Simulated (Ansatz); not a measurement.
A geometry of NbInO₄ away from equilibrium: step 2 of the relaxation of a generated cell, NbInO4 placed in the AFLOW prototype ABC4_mP12_13_e_a_2g (E1_b, as in AgTe4Au). Method: r2SCAN (plane waves to 500 eV, PAW, scalar-relativistic; Ansatz, a quantum-chemistry and plane-wave program). Γ-centred k-mesh 4×6×3 on the run's cell (coarser than for final values), Fermi–Dirac smearing 0.05 eV. The plane waves were selected for a different cell earlier on the path.

```
CELL_PARAMETERS angstrom
      6.65613     0.00000    -0.06294
      0.00000     3.36765     0.00000
     -4.38237     0.00000     6.48226
ATOMIC_POSITIONS crystal
  Nb 0.50000 0.52844 0.25000
  Nb 0.50000 0.47156 0.75000
  O  0.67605 0.02876 0.70578
  O  0.32395 0.02876 0.79422
  O  0.32395 0.97124 0.29422
  O  0.67605 0.97124 0.20578
  O  0.20504 0.42828 0.97359
  O  0.79496 0.42828 0.52641
  O  0.79496 0.57172 0.02641
  O  0.20504 0.57172 0.47359
  In 0.00000 0.00000 0.00000
  In 0.00000 0.00000 0.50000
```

Task: What forces act on the atoms (eV/Å)?

Result: 
| atom | Fx | Fy | Fz |
|---|---|---|---|
| Nb1 | 0.00 | 1.86 | 0.00 |
| Nb2 | 0.00 | -1.86 | 0.00 |
| O3 | -2.96 | 0.54 | 0.39 |
| O4 | 2.96 | 0.54 | -0.39 |
| O5 | 2.96 | -0.54 | -0.39 |
| O6 | -2.96 | -0.54 | 0.39 |
| O7 | -0.30 | 1.35 | 1.57 |
| O8 | 0.30 | 1.35 | -1.57 |
| O9 | 0.30 | -1.35 | -1.57 |
| O10 | -0.30 | -1.35 | 1.57 |
| In11 | 0.00 | 0.00 | 0.00 |
| In12 | 0.00 | 0.00 | 0.00 |

The path ends in P2/c (No. 13). No spin polarisation in the result. Without a van der Waals term the distances between weakly bound units are poorly fixed.

The run could not lose the symmetry of its start.

The first start was generated by placing the elements on the sites of a structure type. A measured structure of NbInO4 has the same space group, P2/c (No. 13); the sites were not compared with it.
